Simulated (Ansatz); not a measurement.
Consider the following.

MgS:
Space group Fm-3m (No. 225); a = b = c = 5.182 Å, α = β = γ = 90.00°

| atom | site | symmetry | x | y | z |
|---|---|---|---|---|---|
| Mg | 4b | m-3m | 0.5000 | 0.5000 | 0.5000 |
| S | 4a | m-3m | 0.0000 | 0.0000 | 0.0000 |
(The calculation used a cell of 2 atoms; values per cell refer to that cell.)

This is the PBEsol-relaxed structure.

### Question
All from plane-wave PAW PBEsol (Ansatz code), unless another level is named. Give the Hill bulk and shear moduli.

### Answer
78.1 and 54.8 GPa.

### Question
Predict the vibrational entropy at 300 K.

### Answer
25.6 J/(K·mol of atoms).

### Question
And the highest zone-centre frequency (without LO–TO term)?

### Answer
30.1 meV.

The cell was relaxed with PBEsol under the symmetry of its start; phonons on a q-mesh show no instability. The volume moved by -30 % from the start of the relaxation.

Potentials: the later of the program's two PAW sets.
